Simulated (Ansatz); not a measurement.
One crystal and one scan (frozen-phonon scan) at two levels, PBE (plane waves to 420 eV, PAW, scalar-relativistic; Ansatz, a quantum-chemistry and plane-wave program) and r2SCAN (plane waves to 500 eV, PAW, scalar-relativistic; Ansatz), each from its own relaxed cell and on its own mesh. The cell shown is that of PBE.

SiC (wurtzite)

```xyz
8
Lattice="6.1839 0.0000 0.0000 -1.5460 2.6777 0.0000 0.0000 0.0000 5.0743" Properties=species:S:1:pos:R:3 pbc="T T T"
Si     1.5460     0.8926     0.0026
Si     4.6379     0.8926     0.0026
Si     0.0000     1.7851     2.5398
Si     3.0920     1.7851     2.5398
C      1.5460     0.8926     3.1698
C      4.6379     0.8926     3.1698
C      0.0000     1.7851     0.6327
C      3.0920     1.7851     0.6327
```

The atoms are displaced by Q × the pattern below (from a DFPT mode at M = (0.5, 0.0, 0.0), largest move 1; Q in Å), at fixed cell. (q is in reciprocal vectors of the primitive cell; the cell shown is doubled to hold the pattern.)

```json
[
 {"atom": "Si1", "x": "0.027", "y": "0.016", "z": "-0.158"},
 {"atom": "Si2", "x": "-0.027", "y": "-0.016", "z": "0.158"},
 {"atom": "Si3", "x": "0.027", "y": "0.016", "z": "0.158"},
 {"atom": "Si4", "x": "-0.027", "y": "-0.016", "z": "-0.158"},
 {"atom": "C5", "x": "-0.818", "y": "-0.472", "z": "0.329"},
 {"atom": "C6", "x": "0.818", "y": "0.472", "z": "-0.329"},
 {"atom": "C7", "x": "-0.818", "y": "-0.472", "z": "-0.329"},
 {"atom": "C8", "x": "0.818", "y": "0.472", "z": "0.329"}
]
```

SiC was relaxed with its symmetry unable to fall. Percentages come from the unrounded values. Both scans cover Q from -0.100 to 0.100 Å.

Results of PBE:

| Property | Result |
|---|---|
| Lattice constant a (Å) | 3.092 |
| Lattice constant c (Å) | 5.074 |
| Relaxed volume (Å³/atom) | 10.50 |
| Energy at Q = 0.100 Å (meV/cell) | 655 |
| Harmonic wavenumber from the curvature (finite differences) (cm⁻¹ (negative: imaginary)) | 834 |
| Space group of the distorted cell | Pmc2_1 (No. 26), lowered from P6_3mc |
| Symmetry of the curve | even: the same for both signs |
| Shape of the curve | a single well with its minimum at or next to zero displacement |

**Question.** What does r2SCAN give for the same quantities?

**Answer.** 
| quantity | r2SCAN | PBE − r2SCAN |
|---|---|---|
| Lattice constant a (Å) | 3.075 | +0.017 (+0.5 %) |
| Lattice constant c (Å) | 5.048 | +0.026 (+0.5 %) |
| Relaxed volume (Å³/atom) | 10.34 | +0.16 (+1.6 %) |
| Energy at Q = 0.100 Å (meV/cell) | 701 | -46 (-6.6 %) |
| Harmonic wavenumber from the curvature (finite differences) (cm⁻¹ (negative: imaginary)) | 865 | -31 (-3.5 %) |

PBE gives the higher value for: lattice constant a; lattice constant c; relaxed volume. PBE gives the lower value for: energy at Q = 0.100 Å; harmonic wavenumber from the curvature. Both give the same space group of the distorted cell: Pmc2_1 (No. 26), lowered from P6_3mc.

(A displaced cell: forces are minus the slopes of the energy, force constants its curvatures, and phonons follow from these.)
